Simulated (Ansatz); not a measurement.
The following input was run with Ansatz 0.2.0.

```yaml
crystal:
  lattice:
    - [0.0, 1.761935, 1.761935]
    - [1.761935, 0.0, 1.761935]
    - [1.761935, 1.761935, 0.0]
  atoms:
    - { symbol: Ni, position: [0.0, 0.0, 0.0], spin: 0.81 }
basis:
  ecutwfc: 420
kpoints:
  mp_grid: { grid: [10, 10, 10] }
hamiltonian:
  xc: pbesol
scf:
  occupations: { method: gaussian, width: 0.1 }
output:
  forces: true
  stress: true
  eigenvalues: true
  populations: true
magnetization:
  spin_polarized: true
relax:
  adjacent_minimum: "off"
  f_tol: 0.05
  max_steps: 80
  cell: { stress_tol: 0.5 }
```

Launched with
```bash
ansatz run input.yaml --threads 1 --pin off --max-ram 2560MiB --backend cpu --events-out ev --progress --plain --runs-dir out
```

Method: DFT PBEsol, scalar-relativistic, plane waves, PAW (Ansatz 0.2.0).

Abridged output (final results; tables in files aren't shown):

```
SCF 5 converged in 7 iterations: F = -5804.978869 eV  dr2 = 1.74e-11
SCF converged after 7 iterations
Magnetization: 0.7236 μB (9.3618 up, 8.6382 down)
Absolute magnetization: 0.7965 μB (∫|ρ↑−ρ↓|, with the PAW one-centre terms)
Spin contamination: 0.0060 ħ² per cell (⟨S²⟩ above its minimum at these occupations)
Per-site moments (μB) at R_I (Å): [(0.75563748, 1.01099796)]
Free energy (F): -5804.978869 eV
Harris-Foulkes:  -5804.978869 eV  (|F-HF|=1.36e-11)
Internal energy: -5804.970865 eV  (E = F + TS)
E sigma→0 (E₀):  -5804.974867 eV
Entropy (-TS):   -0.008004 eV (-8.004 meV/atom)
Fermi energy:    19.045454 eV
--- Per-component energies (eV) ---
  E_band       = -269.677665
  E_kinetic    = 283.042677
  E_local      = -3361.704745  (includes V_loc(G=0)·N_el)
  E_nonlocal   = 635.637359
  E_hartree    = 1402.383370
  E_xc         = -84.887428
  E_vxc        = -109.872576  (∫ρ·V_xc dr)
  E_paw        = -1593.953638  (= ΣΔE_a)
  E_vpaw       = -521.547926  (= ΣTr[D̂ρ^β])
  E_aug_tail   = 0.000490  (compensation charges beyond the density's cutoff)
  E_ewald      = -3085.686239
  E_core_change = 0.197289  (= ΣΔE_core)
  E_smearing   = -0.008004  (= −TS)
--- Forces (eV/Å), atoms counted from 1 ---
  atom   1  Ni     0.00000000     0.00000000     0.00000000
--- Stress (GPa, compression-positive) ---
        0.031355       0.000000       0.000000
        0.000000       0.031355       0.000000
        0.000000       0.000000       0.031355
  P = ⅓ Tr σ = 0.0314 GPa (0.314 kbar)
--- Band table (eV; the first three rows and the last of 94) ---
  k-point 0 ↑: bands = ["-84.4843", "-44.8611", "-44.8611", "-44.8611", "9.5307", "16.3916", "16.3916", "16.3916", "17.6597", "17.6597", "42.8221", "47.1235", "47.1235", "47.1235"]
  k-point 1 ↑: bands = ["-84.4803", "-44.8862", "-44.8647", "-44.8647", "9.9323", "16.2869", "16.4800", "16.4800", "17.6248", "17.6248", "41.2238", "44.3123", "46.3176", "46.3176"]
  k-point 2 ↑: bands = ["-84.4699", "-44.9514", "-44.8740", "-44.8740", "11.0678", "16.0786", "16.6256", "16.6256", "17.6341", "17.6341", "36.2914", "43.4281", "45.3062", "45.3062"]
  k-point 46 ↓: bands = ["-83.4908", "-44.1460", "-44.0983", "-44.0467", "15.2778", "15.9261", "16.9097", "18.3751", "19.4741", "25.6384", "28.7031", "29.2960", "30.9662", "46.9835"]
--- Relaxed structure (4 steps of the walk, 4 accepted, 1 SCFs on fresh bases) ---
  F+E_penalty+E_count = -5804.97886896 eV   max|allowed force component| = 0.000e0 eV/Å   (the final SCF, on the basis selected at the relaxed cell)
  cell:  # Å, volume = 10.4103 Å³
    - [0.0, 1.73305094, 1.73305094]
    - [1.73305094, 0.0, 1.73305094]
    - [1.73305094, 1.73305094, 0.0]
  atoms:
    - { symbol: Ni, position: [0.0, 0.0, 0.0] }
--- Löwdin populations: 1 site ---
  site symbol q [e]    m [muB]
     0     Ni     17.7749     0.7527
  spilling = 0.012507 (of n_electrons = 18.000000)
```

The relaxation met its thresholds.

The run took 4.2 s on 1 thread of Intel(R) Xeon(R) 6975P-C (Granite Rapids), on a shared host, peak memory 0.31 GiB.

The k mesh is coarse.